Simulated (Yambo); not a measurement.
Yambo run on Mg₂ZnO₃ (space group P-3m1, No. 164). The wavefunctions are norm-conserving PBEsol (Quantum ESPRESSO, 84 Ry, without SOC) ones on a 6×6×2 mesh (29 occupied bands); a = b = 3.0330 Å, c = 7.4033 Å, α = β = 90.00°, γ = 120.00°.

Yambo input:

```
rim_cut
HF_and_locXC
RandQpts= 1000000
RandGvec= 1 Ry
EXXRLvcs= 84 Ry
VXCRLvcs= 336 Ry
% QPkrange
 1 | 1 | 29 | 30 |
 2 | 2 | 29 | 30 |
 7 | 7 | 29 | 30 |
 8 | 8 | 29 | 30 |
 13 | 13 | 29 | 30 |
 14 | 14 | 29 | 30 |
%
```

k points by index: 1 = Γ, 2 = A, 7 = M, 8 = L, 13 = K, 14 = H.

The o-*.hf file then holds:

```
#    K-point    Band    Eo [eV]    Ehf [eV]    Vxc [eV]    Vnlxc [eV]
#
    1    29    -0.088342    -5.864390    -22.27056    -28.04660
    1    30    2.842705    6.995830    -14.66344    -10.51032
    2    29    0.000000    -5.680719    -22.06706    -27.74777
    2    30    3.948247    8.002083    -16.65666    -12.60282
    7    29    -0.370302    -6.364846    -22.45919    -28.45373
    7    30    6.393260    12.05069    -14.87991    -9.222478
    8    29    -0.247437    -6.181696    -22.34413    -28.27839
    8    30    6.599840    11.79491    -12.10441    -6.909340
    13    29    -0.635504    -6.714944    -22.15388    -28.23332
    13    30    7.442838    13.49078    -16.08660    -10.03866
    14    29    -0.895123    -7.086716    -22.23196    -28.42355
    14    30    7.522625    13.57793    -16.62919    -10.57388
```
Exchange alone, without screening.

Geometry of the Materials Project entry, not relaxed at this level.

The structure is a Materials Project entry; no match was found in the copy of COD used, and its stability was not checked.
